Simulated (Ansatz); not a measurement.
The end of the path is a generated cell of GePd3: the first start was made by placing the elements on the sites of a structure type, and the end was not matched to a known phase here, so it may be hypothetical.

A geometry of GePd₃ away from equilibrium: the start of the relaxation of a generated trial cell of GePd3 in the AFLOW prototype A3B_hP8_194_h_c (D0_19, as in Ni3Sn). Level of theory: r2SCAN (plane waves to 500 eV, PAW, scalar-relativistic; Ansatz, a program for electronic structure). Γ-centred k-mesh 7×7×7 on the run's cell, Fermi–Dirac smearing 0.05 eV.

```xyz
8
Lattice="5.7207 0.0000 0.0000 -2.8604 4.9543 0.0000 0.0000 0.0000 4.5885" Properties=species:S:1:pos:R:3:forces:R:3 pbc="T T T" free_energy=-50521.986 pressure_GPa=-11.7
Pd     2.8604     3.3610     1.1471    0.0000   -1.0781    0.0000
Pd    -1.4805     4.1576     3.4413    0.9336   -0.5390    0.0000
Pd     1.3798     0.7966     1.1471    0.9336    0.5390    0.0000
Pd     0.0000     1.5933     3.4413    0.0000    1.0781    0.0000
Pd     4.3409     0.7966     1.1471   -0.9336    0.5390    0.0000
Pd     1.4805     4.1576     3.4413   -0.9336   -0.5390    0.0000
Ge     0.0000     3.3029     1.1471    0.0000    0.0000    0.0000
Ge     2.8604     1.6514     3.4413    0.0000    0.0000    0.0000
```

Positions in Å, forces in eV/Å, free energy of the cell in eV (comparable only within this code, potentials and settings). Largest force: 1.08 eV/Å, on Pd1, Pd2, Pd3, Pd4, Pd5, Pd6 (atoms numbered as listed); the geometry lies 0.10 eV/atom above the end of its relaxation.

No spin polarisation in the result.

The run could not lose the symmetry of its start: the end is stationary, and may be a saddle point rather than a minimum.
